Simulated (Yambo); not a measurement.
Yambo run on CdSe (zinc blende, space group F-43m, No. 216). The wavefunctions are PBE (stringent potentials; Quantum ESPRESSO, PseudoDojo norm-conserving, 120 Ry, without SOC) ones on a 4×4×4 mesh (22 occupied bands); a = b = c = 4.301 Å, α = β = γ = 60.00°.

Yambo input:

```
rim_cut
gw0
dyson
el_el_corr
HF_and_locXC
ppa
em1d
RandQpts= 1000000
RandGvec= 1 Ry
EXXRLvcs= 120 Ry
VXCRLvcs= 480 Ry
Chimod= "HARTREE"
% BndsRnXp
 14 | 259 |
%
NGsBlkXp= 15 Ry
% LongDrXp
 1.0 | 1.0 | 1.0 |
%
PPAPntXp= 27.2114 eV
% GbndRnge
 1 | 140 |
%
GTermKind= "BG"
DysSolver= "n"
ExtendOut
% QPkrange
 1 | 1 | 22 | 23 |
%
```

k points by index: 1 = Γ.

The o-*.qp file then holds:

```
#    K-point    Band    Eo [eV]    E [eV]    E-Eo [eV]    Vxc [eV]    Vnlxc [eV]    Sc|Eo [eV]    Sc|E [eV]    dSc/dw|Eo [eV]    Re(Z)    Im(Z)
#
    1    22    0.000000    -0.691031    -0.691031    -15.98686    -18.51201    1.651647    1.834125    -7.184533    0.791120    -0.001432
    1    23    0.608647    0.641431    0.032785    -11.69017    -8.124771    -3.525014    -3.532613    -6.287379    0.812308    -0.001336
```
(The two width columns are left out.) Convergence of these settings isn't established.

Geometry relaxed with PBEsol.
